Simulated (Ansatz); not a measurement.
Geometry optimisation in Ansatz: input, command and trajectory.

```yaml
crystal:
  lattice:
    - [4.5330384862, 0.0, 0.0]
    - [0.0, 4.5330384862, 0.0]
    - [0.0, 0.0, 5.2847284847]
  atoms:
    - { symbol: Li, position: [0.5, 0.5, 0.0] }
    - { symbol: Li, position: [0.5, 0.5, 0.5] }
    - { symbol: Au, position: [0.5, 0.0, 0.1666666667] }
    - { symbol: Au, position: [0.0, 0.5, 0.3333333333] }
    - { symbol: Au, position: [0.0, 0.5, 0.6666666667] }
    - { symbol: Au, position: [0.5, 0.0, 0.8333333333] }
basis:
  ecutwfc: 420
kpoints:
  mp_grid: { grid: [4, 4, 4] }
hamiltonian:
  xc: pbe
scf:
  occupations: { method: gaussian, width: 0.1 }
  lower_state_search: "off"
output:
  forces: true
  stress: true
  eigenvalues: true
relax:
  adjacent_minimum: "off"
  f_tol: 0.04
  max_steps: 70
  cell: { stress_tol: 0.4 }
```

```bash
ansatz run input.yaml --threads 1 --pin off --max-ram 2560MiB --backend cpu --events-out ev --progress --plain --runs-dir out
```

The calculation used Ansatz, DFT PBE, scalar-relativistic, plane waves, PAW.

Of 8 frames 7 are shown, positions in Å and forces in eV/Å; the SCF threshold varies from step to step. Steps run on the plane waves of an earlier cell, with a Pulay correction in the pressure. The basis is chosen afresh for the last frame, the zero of the energies, and at times for earlier ones too; energy and pressure step there, also at an unchanged geometry.

```xyz
6
Lattice="4.5330 0.0000 0.0000 0.0000 4.5330 0.0000 0.0000 0.0000 5.2847" Properties=species:S:1:pos:R:3:forces:R:3 pbc="T T T" step=1 free_energy_over_end_meV_per_atom=4999.55 pressure_GPa=112.27
Li    2.2665    2.2665    0.0000    0.0000    0.0000    0.0000
Li    2.2665    2.2665    2.6424    0.0000    0.0000    0.0000
Au    2.2665    0.0000    0.8808    0.0000    0.0000   63.5240
Au    0.0000    2.2665    1.7616    0.0000    0.0000  -63.5240
Au    0.0000    2.2665    3.5232    0.0000    0.0000   63.5240
Au    2.2665    0.0000    4.4039    0.0000    0.0000  -63.5240
6
Lattice="4.5352 0.0000 0.0000 0.0000 4.5352 0.0000 0.0000 0.0000 5.4401" Properties=species:S:1:pos:R:3:forces:R:3 pbc="T T T" step=2 free_energy_over_end_meV_per_atom=614.91 pressure_GPa=18.30
Li    2.2676    2.2676    0.0000    0.0000    0.0000    0.0000
Li    2.2676    2.2676    2.7201    0.0000    0.0000    0.0000
Au    2.2676    0.0000    1.1074    0.0000    0.0000    9.6862
Au    0.0000    2.2676    1.6126    0.0000    0.0000   -9.6862
Au    0.0000    2.2676    3.8275    0.0000    0.0000    9.6862
Au    2.2676    0.0000    4.3327    0.0000    0.0000   -9.6862
6
Lattice="4.4958 0.0000 0.0000 0.0000 4.4958 0.0000 0.0000 0.0000 5.6650" Properties=species:S:1:pos:R:3:forces:R:3 pbc="T T T" step=3 free_energy_over_end_meV_per_atom=376.13 pressure_GPa=9.74
Li    2.2479    2.2479    0.0000    0.0000    0.0000    0.0000
Li    2.2479    2.2479    2.8325    0.0000    0.0000    0.0000
Au    2.2479    0.0000    1.1591    0.0000    0.0000    6.0948
Au    0.0000    2.2479    1.6734    0.0000    0.0000   -6.0948
Au    0.0000    2.2479    3.9916    0.0000    0.0000    6.0948
Au    2.2479    0.0000    4.5059    0.0000    0.0000   -6.0948
6
Lattice="4.3294 0.0000 0.0000 0.0000 4.3294 0.0000 0.0000 0.0000 5.6894" Properties=species:S:1:pos:R:3:forces:R:3 pbc="T T T" step=4 free_energy_over_end_meV_per_atom=6.00 pressure_GPa=0.15
Li    2.1647    2.1647    0.0000    0.0000    0.0000    0.0000
Li    2.1647    2.1647    2.8447    0.0000    0.0000    0.0000
Au    2.1647    0.0000    1.3794    0.0000    0.0000    0.4202
Au    0.0000    2.1647    1.4653    0.0000    0.0000   -0.4202
Au    0.0000    2.1647    4.2241    0.0000    0.0000    0.4202
Au    2.1647    0.0000    4.3100    0.0000    0.0000   -0.4202
6
Lattice="4.3236 0.0000 0.0000 0.0000 4.3236 0.0000 0.0000 0.0000 5.6585" Properties=species:S:1:pos:R:3:forces:R:3 pbc="T T T" step=5 free_energy_over_end_meV_per_atom=1.67 pressure_GPa=0.58
Li    2.1618    2.1618    0.0000    0.0000    0.0000    0.0000
Li    2.1618    2.1618    2.8293    0.0000    0.0000    0.0000
Au    2.1618    0.0000    1.3930    0.0000    0.0000    0.2261
Au    0.0000    2.1618    1.4363    0.0000    0.0000   -0.2261
Au    0.0000    2.1618    4.2223    0.0000    0.0000    0.2261
Au    2.1618    0.0000    4.2655    0.0000    0.0000   -0.2261
6
Lattice="4.3262 0.0000 0.0000 0.0000 4.3262 0.0000 0.0000 0.0000 5.6917" Properties=species:S:1:pos:R:3:forces:R:3 pbc="T T T" step=6 free_energy_over_end_meV_per_atom=0.13 pressure_GPa=-0.09
Li    2.1631    2.1631    0.0000    0.0000    0.0000    0.0000
Li    2.1631    2.1631    2.8459    0.0000    0.0000    0.0000
Au    2.1631    0.0000    1.4238    0.0000    0.0000   -0.0081
Au    0.0000    2.1631    1.4221    0.0000    0.0000    0.0081
Au    0.0000    2.1631    4.2697    0.0000    0.0000   -0.0081
Au    2.1631    0.0000    4.2680    0.0000    0.0000    0.0081
6
Lattice="4.3285 0.0000 0.0000 0.0000 4.3285 0.0000 0.0000 0.0000 5.6732" Properties=species:S:1:pos:R:3:forces:R:3 pbc="T T T" step=8 free_energy_over_end_meV_per_atom=0.00 pressure_GPa=0.07
Li    2.1642    2.1642    0.0000    0.0000    0.0000    0.0000
Li    2.1642    2.1642    2.8366    0.0000    0.0000    0.0000
Au    2.1642    0.0000    1.4183    0.0000    0.0000   -0.0001
Au    0.0000    2.1642    1.4183    0.0000    0.0000    0.0001
Au    0.0000    2.1642    4.2549    0.0000    0.0000   -0.0001
Au    2.1642    0.0000    4.2549    0.0000    0.0000    0.0001
```

The start is a random arrangement. At the end the space group is P4/mmm (tolerance 0.05 Å).

The run took 23 s on 1 thread of Intel(R) Xeon(R) 6975P-C (Granite Rapids) (shared host), peak memory 0.44 GiB.

The k mesh is coarse. Spin–orbit coupling is left out, which can shift energies with elements as heavy as these.